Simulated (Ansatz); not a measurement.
**How the vibrations of MnSe change with volume**

Theory: DFT LDA, scalar-relativistic, plane waves, PAW (Ansatz). Plane waves to 420 eV; Γ-centred k mesh 14×14×14; Gaussian smearing of 0.20 eV. Collinear spin, site moments 3.6, 0.1 μB. Phonons by linear response, acoustic sum rule imposed.

The cell, relaxed at this level:
```xyz
2
Lattice="0.0000 2.5540 2.5540 2.5540 0.0000 2.5540 2.5540 2.5540 0.0000" Properties=species:S:1:pos:R:3 pbc="T T T"
Mn    0.0000    0.0000    0.0000
Se    2.5540    2.5540    2.5540
```

In a metal, frequencies depend on the k mesh and the smearing, soft modes most. A semilocal functional can close a gap that the real compound has.

Cells at 0.98 and 1.02 times the equilibrium volume were relaxed in shape and atoms; γ = −d ln ν / d ln V, modes matched by rank.

Question: Give the optical frequencies at Γ (cm⁻¹) at the three volumes and the mode Grüneisen parameters.

Answer:
| 0.98 V | V | 1.02 V | γ | degeneracy |
| --- | --- | --- | --- | --- |
| 212 | 204 | 197 | 1.79 | 3 |

Question: What pressures hold the two strained cells, and what bulk modulus follows?

Answer: 1.60 GPa at 0.98 V and -1.34 GPa at 1.02 V, so B = −dP/d ln V ≈ 73 GPa.